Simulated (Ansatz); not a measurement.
Calculated with Ansatz: Cs2NaCeBr6, relaxation

Run with:

```bash
ansatz run input.yaml --threads 2 --pin off --max-ram 3584MiB --backend cpu --events-out ev --progress --plain --runs-dir out
```

Input:

```yaml
crystal:
  lattice:
    - [0.0, 5.723993, 5.723993]
    - [5.723993, 0.0, 5.723993]
    - [5.723993, 5.723993, 0.0]
  atoms:
    - { symbol: Na, position: [0.5, 0.5, 0.5] }
    - { symbol: Br, position: [0.7554, 0.2446, 0.2446] }
    - { symbol: Br, position: [0.2446, 0.7554, 0.2446] }
    - { symbol: Br, position: [0.2446, 0.7554, 0.7554] }
    - { symbol: Br, position: [0.7554, 0.2446, 0.7554] }
    - { symbol: Br, position: [0.2446, 0.2446, 0.7554] }
    - { symbol: Br, position: [0.7554, 0.7554, 0.2446] }
    - { symbol: Ce, position: [0.0, 0.0, 0.0] }
    - { symbol: Cs, position: [0.25, 0.25, 0.25] }
    - { symbol: Cs, position: [0.75, 0.75, 0.75] }
kpoints:
  mp_grid: { grid: [4, 4, 4], shift: [0, 0, 0] }
magnetization:
  spin_polarized: false
scf:
  occupations: { method: gaussian, width: 0.0127 }
  lower_state_search: "off"
hamiltonian:
  pseudopotentials: { kind: paw }
  xc: r2scan
basis:
  ecutwfc: 500
  fft_grid_basis: typed
relax:
  max_steps: 40
  cell: { p_target: 0.0 }
output:
  forces: true
  stress: true
  eigenvalues: true
  bader: true
  populations: true
  elf: true
  write_potential: true
  volumetric_format: npy
  dos:
    e_range: [-12, 8]
    de: 0.05
    projected: { site_lists: { Br: [Br], Ce: [Ce], Cs: [Cs], Na: [Na] } }
checkpoint:
  read: saved_state
```

Origin of the cell: a known structure type with other elements, at an estimated volume, so it need not be a known compound.

The saved state is a converged single point of the same cell.

Output (shortened):

```
Ce: projections on atomic orbitals take those of the free atom [Kr 4d10] 4f1 5s2 5p6 5d1 6s2, of charge +0.00 (hamiltonian.pseudopotentials.projection_atoms); the dataset's partial waves leav […]
Pseudopotentials: kind: paw
Pseudopotential: Na, paw, valence charge 9, recommended cutoff 500 eV (meta_gga), Na.paw.azcp
Pseudopotential: Br, paw, valence charge 7, recommended cutoff 500 eV (meta_gga), Br.paw.azcp
Pseudopotential: Ce, paw, valence charge 12, recommended cutoff 500 eV (meta_gga), Ce.paw.azcp
Pseudopotential: Cs, paw, valence charge 9, recommended cutoff 500 eV (meta_gga), Cs.paw.azcp
Functional definition: r2SCAN
  exchange = r2scan_x(k0 = k0, k1 = k1, a1 = a1)
  correlation = r2scan_c
Crystal: 10 atoms, lattice volume = 375.083 Å³
Basis set: ecut = 500 eV, 9505 PW (Γ), exchange–correlation on 240×240×240 points (64 copies of the dense FFT grid, shifted against one another)
[… 17 lines left out …]
Initial density: read from a saved state, or passed on in memory by an earlier SCF of this step, an earlier step, the calling program or the single point that the run made first
Functional: x = r2scan, c = r2scan; τ floored in thin density (d = 2e-4 eV/Å³)
SCF iter   1: F=-36227.416811 eV  HF=-36226.906129 eV  Δρ=1.33e-2  dr2=3.80e-2  dr2_τ=3.81e-2
SCF iter   2: F=-36227.443659 eV  HF=-36227.446843 eV  Δρ=9.32e-4  dr2=5.65e-3  dr2_τ=4.72e-4
SCF iter   3: F=-36227.442796 eV  HF=-36227.448022 eV  Δρ=7.19e-4  dr2=6.13e-3  dr2_τ=1.97e-4
SCF iter   4: F=-36227.446254 eV  HF=-36227.446470 eV  Δρ=1.97e-4  dr2=2.80e-4  dr2_τ=8.12e-6
SCF iter   5: F=-36227.446383 eV  HF=-36227.446400 eV  Δρ=6.43e-5  dr2=2.42e-5  dr2_τ=1.06e-6
SCF iter   6: F=-36227.446036 eV  HF=-36227.446044 eV  Δρ=3.92e-5  dr2=8.54e-6  dr2_τ=1.57e-7
SCF iter   7: F=-36227.446038 eV  HF=-36227.446043 eV  Δρ=3.36e-5  dr2=6.09e-6  dr2_τ=8.58e-8
SCF iter   8: F=-36227.446041 eV  HF=-36227.446042 eV  Δρ=1.78e-5  dr2=1.33e-6  dr2_τ=3.71e-8
SCF iter   9: F=-36227.446042 eV  HF=-36227.446042 eV  Δρ=5.52e-6  dr2=7.79e-8  dr2_τ=6.39e-9
relax step   1: F+E_penalty+E_count = -36227.446042 eV  Δ(F+E_penalty+E_count) = +0.000e0 eV  max|allowed force component| = 7.498e-1 eV/Å  Δτ_max = 0.0000 Å  P = +1.441 GPa  Ω = 375.083 Å³ […]
relax step   2: F+E_penalty+E_count = -36227.579683 eV  Δ(F+E_penalty+E_count) = -1.336e-1 eV  max|allowed force component| = 3.297e-1 eV/Å  Δτ_max = 0.0971 Å  P = -0.567 GPa  Ω = 388.118 Å³ […]
relax step   3: F+E_penalty+E_count = -36227.621136 eV  Δ(F+E_penalty+E_count) = -4.145e-2 eV  max|allowed force component| = 3.519e-2 eV/Å  Δτ_max = 0.0301 Å  P = -0.064 GPa  Ω = 384.431 Å³ […]
relax step   4: F+E_penalty+E_count = -36227.621635 eV  Δ(F+E_penalty+E_count) = -4.990e-4 eV  max|allowed force component| = 1.890e-3 eV/Å  Δτ_max = 0.0036 Å  P = +0.003 GPa  Ω = 383.965 Å³ […]
relax step   5: F+E_penalty+E_count = -36227.622662 eV  Δ(F+E_penalty+E_count) = -1.027e-3 eV  max|allowed force component| = 1.874e-3 eV/Å  Δτ_max = 0.0000 Å  P = +0.004 GPa  Ω = 383.965 Å³  stress off target by 3.73e-3 GPa […]
SCF 5 converged in 8 iterations: F = -36227.622662 eV  dr2 = 7.28e-12
basis re-selected at this cell: Δ(F+E_penalty+E_count) = -1.027e-3 eV, ΔP = +0.001 GPa vs the last step (what re-selecting the basis moved, of the pressure what is left beyond the Pulay corre […]
SCF converged after 8 iterations
Free energy (F): -36227.622662 eV
Harris-Foulkes:  -36227.622662 eV  (|F-HF|=2.91e-11)
Internal energy: -36227.615542 eV  (E = F + TS)
E sigma→0 (E₀):  -36227.619102 eV
Entropy (-TS):   -0.007120 eV (-0.712 meV/atom)
Fermi energy:    5.205658 eV
--- Per-component energies (eV) ---
  E_band       = -609.388579
  E_kinetic    = 1577.560218
  E_local      = -4265.330538  (includes V_loc(G=0)·N_el)
  E_nonlocal   = 558.902730
  E_hartree    = 1430.541020
  E_xc         = -2087.312691
  E_vxc        = -1297.982944  (∫ρ·V_xc dr)
  E_paw        = -29574.479184  (= ΣΔE_a)
  E_vpaw       = -112.161070  (= ΣTr[D̂ρ^β])
  E_aug_tail   = -0.000014  (compensation charges beyond the density's cutoff)
  E_vtau       = 68.540957  (kinetic-family band-sum trace: ∫τ·v_τ [+ j·A + Jᵃ·Aᵃ] dr)
  E_ewald      = -3866.703787
  E_core_change = -0.793295  (= ΣΔE_core)
  E_smearing   = -0.007120  (= −TS)
  Σ components = -36227.622662   (vs F -36227.622662, Δ=0.00e0)
--- Forces (eV/Å), atoms counted from 1 ---
  atom   1  Na     0.000000    -0.000000     0.000000
  atom   2  Br     0.001874     0.000000     0.000000
  atom   3  Br     0.000000     0.001874     0.000000
  atom   4  Br    -0.001874     0.000000     0.000000
  atom   5  Br    -0.000000    -0.001874    -0.000000
  atom   6  Br    -0.000000    -0.000000     0.001874
  atom   7  Br    -0.000000    -0.000000    -0.001874
  atom   8  Ce    -0.000000     0.000000    -0.000000
  atom   9  Cs    -0.000000    -0.000000     0.000000
  atom  10  Cs     0.000000    -0.000000    -0.000000
  max |Σ_I F_I| component: 7.91e-18 eV/Å
--- Stress (GPa, compression-positive) ---
        0.003728      -0.000000      -0.000000
       -0.000000       0.003728      -0.000000
       -0.000000      -0.000000       0.003728
  P = ⅓ Tr σ = 0.0037 GPa (0.037 kbar)
--- Relaxed structure (4 steps of the walk, 4 accepted, 1 SCFs on fresh bases) ---
  F+E_penalty+E_count = -36227.622662 eV   max|allowed force component| = 1.874e-3 eV/Å   (the final SCF, on the basis selected at the relaxed cell)
  cell:  # Å, volume = 383.9646 Å³
    - [0.0, 5.768821, 5.768821]
    - [5.768821, 0.0, 5.768821]
    - [5.768821, 5.768821, 0.0]
  atoms:
    - { symbol: Na, position: [0.5, 0.5, 0.5] }
    - { symbol: Br, position: [0.749853, 0.250147, 0.250147] }
    - { symbol: Br, position: [0.250147, 0.749853, 0.250147] }
    - { symbol: Br, position: [0.250147, 0.749853, 0.749853] }
    - { symbol: Br, position: [0.749853, 0.250147, 0.749853] }
    - { symbol: Br, position: [0.250147, 0.250147, 0.749853] }
    - { symbol: Br, position: [0.749853, 0.749853, 0.250147] }
    - { symbol: Ce, position: [9.091e-19, -5.909e-19, 3.030e-19] }
    - { symbol: Cs, position: [0.25, 0.25, 0.25] }
    - { symbol: Cs, position: [0.750000, 0.750000, 0.750000] }
--- Löwdin populations: 10 sites ---
  site symbol       q [e]
     0     Na      8.3646
     1     Br      7.4256
     2     Br      7.4256
     3     Br      7.4256
     4     Br      7.4256
     5     Br      7.4256
     6     Br      7.4256
     7     Ce     11.4369
     8     Cs      8.2335
     9     Cs      8.2335
  spilling = 0.002198 (of n_electrons = 81.000000)
--- Bader charges: 10 sites ---
  site symbol  charge [e]  shift [e]
     0     Na      0.8741     0.0003
     1     Br     -0.7675     0.0001
     2     Br     -0.7675     0.0001
     3     Br     -0.7675     0.0001
     4     Br     -0.7675     0.0001
     5     Br     -0.7675     0.0001
     6     Br     -0.7675     0.0001
     7     Ce      1.9572     0.0000
     8     Cs      0.8869     0.0000
     9     Cs      0.8869     0.0000
  estimated error of the sums over rays = 4.6e-4 e
```

The starting structure.

Space group Fm-3m (No. 225); the run's cell has a = 8.095 Å, b = 8.095 Å, c = 8.095 Å, α = 60.00°, β = 60.00°, γ = 60.00°. Shortest distances: Br–Ce 2.80 Å, Br–Na 2.92 Å.

After:

Space group Fm-3m (No. 225); the run's cell has a = 8.158 Å, b = 8.158 Å, c = 8.158 Å, α = 60.00°, β = 60.00°, γ = 60.00°. Shortest distances: Br–Na 2.88 Å, Br–Ce 2.89 Å.

```
Free energy lowered by  : 17.7 meV/atom
Volume change           : 2.37 %
Final pressure          : 0.00 GPa
Relaxation steps listed : 5
```

Caveats: f shells without a U or exact exchange are poorly placed; no spin polarisation, so a magnetic state may lie lower; no spin-orbit coupling, though heavy elements are present; the relaxation held the start's symmetry, so the end may be a saddle point.

Time: 94 s on 2 threads of AMD EPYC 7B13 (Zen 3) (shared host), peak memory 1.9 GiB, from a saved density.
